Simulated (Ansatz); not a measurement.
Consider the following.

Relaxed ZnCu (CsCl type):

```
CELL_PARAMETERS angstrom
      5.92765     0.00000     0.00000
      2.96382     2.96382     0.00000
      2.96382     0.00000     2.96382
ATOMIC_POSITIONS crystal
  Zn 0.00000 0.00000 0.00000
  Zn 0.50000 0.00000 0.00000
  Cu 0.75000 0.50000 0.50000
  Cu 0.25000 0.50000 0.50000
```

The atoms are displaced by Q × the pattern below (from a DFPT mode at R = (0.5, 0.5, 0.5), largest move 1; Q in Å), at fixed cell. It is one choice among 3 degenerate patterns. (q is in reciprocal vectors of the primitive cell; the cell shown is doubled to hold the pattern.)

```json
[
 {"atom": "Zn1", "x": "0.000", "y": "0.000", "z": "1.000"},
 {"atom": "Zn2", "x": "0.000", "y": "0.000", "z": "-1.000"}
]
```

Atoms not listed stay in place.

The numbers are results of PBE (plane waves to 420 eV, PAW, scalar-relativistic; Ansatz, a quantum-chemistry and plane-wave program), not measurements. k mesh 16×16×16 (Γ-centred), Fermi-Dirac smearing 0.05 eV. E stands for the smeared free energy. With partly filled bands, energies and forces of such displacements shift with the k mesh and the smearing. ZnCu is run without spin polarisation. ZnCu was relaxed with its symmetry unable to fall. The zero of ΔE is the undisplaced structure.

The scan covers Q from -0.100 to 0.100 Å in 13 points.

Task: Is this a single well or a double well?

Result: A single well with its minimum at or next to zero displacement.

Task: Which space group does the distorted structure have?

Result: I4/mmm (No. 139), lowered from Pm-3m.

Task: What is the energy change at Q = 0.100 Å?

Result: 62 meV/cell.

Task: What harmonic wavenumber does the curvature at Q = 0 give?

Result: 159 cm⁻¹.

(A displaced cell: forces are minus the slopes of the energy, force constants its curvatures, and phonons follow from these.)
